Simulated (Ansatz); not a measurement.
Al₂O₃:
```
CELL_PARAMETERS angstrom
      2.40093     1.38618     4.46845
     -2.40093     1.38618     4.46845
      0.00000    -2.77236     4.46845
ATOMIC_POSITIONS crystal
  Al 0.00000 0.00000 0.00000
  Al 0.50000 0.50000 0.50000
  Al 0.30674 0.30674 0.30674
  Al 0.69326 0.69326 0.69326
  O  0.27941 0.89232 0.60373
  O  0.72059 0.10768 0.39627
  O  0.89232 0.60373 0.27941
  O  0.10768 0.39627 0.72059
  O  0.60373 0.27941 0.89232
  O  0.39627 0.72059 0.10768
```

Relaxed with r²SCAN.

### Question
Give the optical modes at the zone centre with their infrared and Raman activity from DFPT, plane-wave PAW r²SCAN (Ansatz code).

### Answer
Transverse frequencies, without the LO–TO term; a row sums one degenerate level.

| ω (cm⁻¹) | degeneracy | IR ((D/Å)²/amu) | Raman (Å⁴/amu) | activity | symmetry |
|---|---|---|---|---|---|
| 283 | 1 | 2.20 | 0 | IR | Au |
| 329 | 2 | 4.96 | 0 | IR | Eu |
| 330 | 1 | 0.00 | 4.7 | Raman | Ag |
| 385 | 2 | 23.79 | 0 | IR | Eu |
| 386 | 2 | 0.00 | 1.6 | Raman | Eg |
| 452 | 1 | 38.47 | 0 | IR | Au |
| 468 | 2 | 0.00 | 0.11 | Raman | Eg |
| 521 | 2 | 33.07 | 0 | IR | Eu |
| 534 | 2 | 0.00 | 0.11 | Raman | Eg |
| 541 | 1 | 3.20 | 0 | IR | Au |
| 543 | 1 | 0.00 | 2.0 | Raman | Ag |
| 580 | 2 | 62.97 | 0 | IR | Eu |
| 611 | 1 | 0.00 | 5.4 | Raman | Ag |
| 637 | 1 | 0.03 | 0 | IR | Au |
| 700 | 2 | 0.00 | 1.3 | Raman | Eg |
| 711 | 2 | 4.30 | 0 | IR | Eu |
| 730 | 1 | 10.93 | 0 | IR | Au |
| 751 | 1 | 0.00 | 4.2 | Raman | Ag |

### Question
How high does the top mode go among those that the LO–TO term moves?

### Answer
900 cm⁻¹ for q along x, 900 cm⁻¹ for q along y, 884 cm⁻¹ for q along z.

Space group R-3. The first step of the workflow began from a Materials Project structure, measured or hypothetical; the Crystallography Open Database copy checked does not list it. It is not the phase usual at ambient conditions (space group No. 167). Symmetry was held in the r²SCAN relaxation; its stability against distortions is not shown here.

Potentials: the later of the program's two PAW sets.
